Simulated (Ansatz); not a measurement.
Y2Si:
```xyz
9
Lattice="7.8560 0.0000 0.0000 -3.9280 6.8035 0.0000 0.0000 0.0000 4.2296" Properties=species:S:1:pos:R:3 pbc="T T T"
Y      2.0788     0.0000     0.0000
Y     -1.0394     1.8003     0.0000
Y      2.8886     5.0032     0.0000
Y      4.6870     0.0000     2.1148
Y     -2.3435     4.0591     2.1148
Y      1.5845     2.7444     2.1148
Si     0.0000     0.0000     2.1148
Si     0.0000     4.5357     0.0000
Si     3.9280     2.2678     0.0000
```

Relaxed with PBE. Special points in fractions of this cell's reciprocal vectors: Γ (0.000, 0.000, 0.000); M (0.500, 0.000, 0.000); K (0.333, 0.333, 0.000); A (0.000, 0.000, 0.500); L (0.500, 0.000, 0.500); H (0.333, 0.333, 0.500).

**Question.** List the band energies nearest the Fermi level at these points for PBE (plane waves, PAW; program Ansatz).

**Answer.** In eV from the Fermi level; about four levels below and three above (degenerate sets whole), none deeper than 8.9 eV; points with the same levels are listed once.

```json
[
 {"k": "Γ", "below": "-1.45 -1.45 -1.27 -1.17", "above": "0.01 0.01 0.17 0.17"},
 {"k": "M", "below": "-0.68 -0.58 -0.40 -0.22", "above": "0.48 0.61 0.98"},
 {"k": "K", "below": "-0.77 -0.77 -0.45 -0.28 -0.28", "above": "0.27 0.67 0.67"},
 {"k": "A", "below": "-0.43 -0.43 -0.17 -0.17", "above": "0.15 0.41 0.41"},
 {"k": "L", "below": "-1.48 -0.23 -0.09 0.00", "above": "0.05 0.11 0.13"},
 {"k": "H", "below": "-1.61 -1.61 -1.43 -0.24 -0.01", "above": "0.05 0.05 0.11 0.11"}
]
```

Space group P-62m. A made-up cell: these elements were put on the sites of a structure type; neither database checked (COD, Materials Project) lists it. Whether it is the stable phase at ambient conditions was not checked. The PBE relaxation kept the symmetry of its start; its stability against distortions is not shown here. No spin polarisation was allowed. Scalar-relativistic: spin–orbit coupling is off unless named, which matters more the heavier the elements.

Potentials: the later of the program's two PAW sets.
